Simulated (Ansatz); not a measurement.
LiCl:
```xyz
2
Lattice="0.0000 2.5751 2.5751 2.5751 0.0000 2.5751 2.5751 2.5751 0.0000" Properties=species:S:1:pos:R:3 pbc="T T T"
Li     0.0000     0.0000     0.0000
Cl     2.5751     2.5751     2.5751
```

Relaxed with PBE. Special points in fractions of this cell's reciprocal vectors: Γ (0.000, 0.000, 0.000); X (0.500, 0.000, 0.500); U (0.625, 0.250, 0.625); K (0.375, 0.375, 0.750); L (0.500, 0.500, 0.500); W (0.500, 0.250, 0.750).

Problem. List the band energies nearest the valence-band maximum at these points for the program Ansatz at the PBE level (PAW).

Solution. In eV from the valence-band maximum; about four levels below and three above (degenerate sets whole), none deeper than 8.9 eV; points with the same levels are listed once.

```csv
k,below,above
Γ,0.00 0.00 0.00,6.26 11.78 11.78 11.78
X,-2.84 -1.08 -1.08,7.80 8.26 12.34
U,-2.43 -1.75 -0.81,8.03 9.84 11.34
L,-2.77 -0.25 -0.25,6.73 9.43 9.43
W,-2.08 -2.08 -1.04,9.44 10.07 10.35 10.35
```

Space group Fm-3m (rock salt). The PBE relaxation kept the symmetry of its start.

Potentials: the earlier of the program's two PAW sets.
